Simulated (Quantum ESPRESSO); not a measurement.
pw.x input (Quantum ESPRESSO 7.5; PBEsol, PseudoDojo standard norm-conserving files, scalar-relativistic):

```
&CONTROL
  calculation = 'scf'
  pseudo_dir = './pseudo'
  outdir = './out'
  tprnfor = .true.
  tstress = .true.
/
&SYSTEM
  ibrav = 0
  nat = 3
  ntyp = 2
  ecutwfc = 84.0
  ecutrho = 336.0
  occupations = 'smearing'
  smearing = 'fd'
  degauss = 0.002
  nbnd = 16
/
&ELECTRONS
  conv_thr = 3e-10
/
ATOMIC_SPECIES
Mg 24.3050 Mg.upf
I 126.9045 I.upf
CELL_PARAMETERS angstrom
  4.125546925818   0.000000000000   0.000000000000
 -2.062773462909   3.572828442263   0.000000000000
  0.000000000000   0.000000000000   6.826782118000
ATOMIC_POSITIONS crystal
Mg   0.000000000000   0.000000000000   0.000000000000
I   0.333333333333   0.666666666667   0.245750028000
I   0.666666666667   0.333333333333   0.754249972000
K_POINTS automatic
9 9 4 0 0 0
```

End of the output:

```
     total energy              =    -170.65439092 Ry
     estimated scf accuracy    <       0.00000105 Ry
     total energy              =    -170.65439189 Ry
     estimated scf accuracy    <       0.00000015 Ry
     total energy              =    -170.65439193 Ry
     estimated scf accuracy    <       0.00000003 Ry
[...]
     the Fermi energy is     6.0910 ev
!    total energy              =    -170.65439194 Ry
     estimated scf accuracy    <          1.6E-10 Ry
     smearing contrib. (-TS)   =      -0.00000000 Ry
     internal energy E=F+TS    =    -170.65439194 Ry
     The total energy is F=E-TS. E is the sum of the following terms:
     one-electron contribution =    -119.14655428 Ry
     hartree contribution      =      62.03112370 Ry
     xc contribution           =     -31.47201698 Ry
     ewald contribution        =     -82.06694437 Ry
     convergence has been achieved in   8 iterations
     Forces acting on atoms (cartesian axes, Ry/au):
     atom    1 type  1   force =     0.00000000   -0.00000000    0.00000000
     atom    2 type  2   force =     0.00000000    0.00000000   -0.00245314
     atom    3 type  2   force =    -0.00000000    0.00000000    0.00245314
     Total force =     0.003469     Total SCF correction =     0.000029
     Computing stress (Cartesian axis) and pressure
          total   stress  (Ry/bohr**3)                   (kbar)     P=        0.46
   0.00000197   0.00000000   0.00000000            0.29        0.00        0.00
   0.00000000   0.00000197   0.00000000            0.00        0.29        0.00
   0.00000000   0.00000000   0.00000537            0.00        0.00        0.79
```
In a gapped system the printed Fermi energy is only some level inside the gap.

Spin-orbit coupling is not included.

Geometry relaxed with PBE+D3(BJ).
